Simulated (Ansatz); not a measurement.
Relaxation of a relaxed AlNi cell, doubled along one cell vector, shaken by Gaussian noise of σ = 0.08 Å a coordinate; 8 atoms in the cell, which starts as P1 (No. 1), aP8; a = 2.735 Å, b = 3.621 Å, c = 10.186 Å, α = 90.00°, β = 90.00°, γ = 90.00°. These are PBE (plane waves to 420 eV, PAW, scalar-relativistic; Ansatz, a quantum-chemistry and plane-wave program) values and carry that method's errors. Γ-centred k-mesh 12×9×4 on the run's cell (coarser than for final values), Fermi–Dirac smearing 0.05 eV. This is the first round of the run. 

The optimiser's lines from the output (shortened; P is positive under compression):

```
relax step   1: F+E_penalty+E_count = -25512.06096181 eV  Δ(F+E_penalty+E_count) = +0.000e0 eV  max|allowed force component| = 1.414e0 eV/Å  Δτ_max = 0.0000 Å  P = +2.930 GPa  Ω = 100.895 Å³  (10 SCF iters, dr2 threshold 1.00e-7 eV, accepted)
relax step   2: F+E_penalty+E_count = -25512.30352068 eV  Δ(F+E_penalty+E_count) = -2.426e-1 eV  max|allowed force component| = 8.625e-1 eV/Å  Δτ_max = 0.0691 Å  P = +2.398 GPa  Ω = 100.136 Å³  (7 SCF iters, dr2 threshold 8.00e-7 eV, accepted)
relax step   3: F+E_penalty+E_count = -25512.48114489 eV  Δ(F+E_penalty+E_count) = -1.776e-1 eV  max|allowed force component| = 2.105e-2 eV/Å  Δτ_max = 0.0855 Å  P = -1.508 GPa  Ω = 102.013 Å³  (8 SCF iters, dr2 threshold 8.00e-7 eV, accepted)
relax step   4: F+E_penalty+E_count = -25512.48702145 eV  Δ(F+E_penalty+E_count) = -5.877e-3 eV  max|allowed force component| = 4.115e-3 eV/Å  Δτ_max = 0.0025 Å  P = -0.014 GPa  Ω = 100.913 Å³  (6 SCF iters, dr2 threshold 8.00e-7 eV, accepted)
relax step   5: F+E_penalty+E_count = -25512.48705824 eV  Δ(F+E_penalty+E_count) = -3.680e-5 eV  max|allowed force component| = 1.096e-3 eV/Å  Δτ_max = 0.0033 Å  P = -0.002 GPa  Ω = 100.900 Å³  (6 SCF iters, dr2 threshold 7.73e-9 eV, accepted)
relax step   6: F+E_penalty+E_count = -25512.48706030 eV  Δ(F+E_penalty+E_count) = -2.060e-6 eV  max|allowed force component| = 1.115e-3 eV/Å  Δτ_max = 0.0000 Å  P = -0.004 GPa  Ω = 100.900 Å³  stress off target by 1.17e-2 GPa  SCF on the basis re-selected at this cell (its energy is not comparable with the rows above)  (10 SCF iters)
```

From the first to the last row the energy changes by -0.05 eV/atom and the volume by 0.0 %. The last row is marked as not comparable with the walk above it, whose basis was carried along; it does compare with step 1, since both stand on a basis selected at the nominal cutoff for their own cell.

Later rounds, restarted from the end of this one on a renewed k-mesh, logged 6 more steps and released under 0.01 eV/atom more. The final structure after all rounds: Pmmn, origin choice 1 (No. 59), oP4; a = 2.7356 Å, b = 3.6208 Å, c = 5.0933 Å, α = β = γ = 90.00°. No spin polarisation in the result. A magnetic state may lie lower.

The relaxed structure here is a generated cell of AlNi: the first start was made by placing the elements on the sites of a structure type, and the end was not matched to a known phase here, so it may be hypothetical. Known forms of AlNi include space group No. 221.
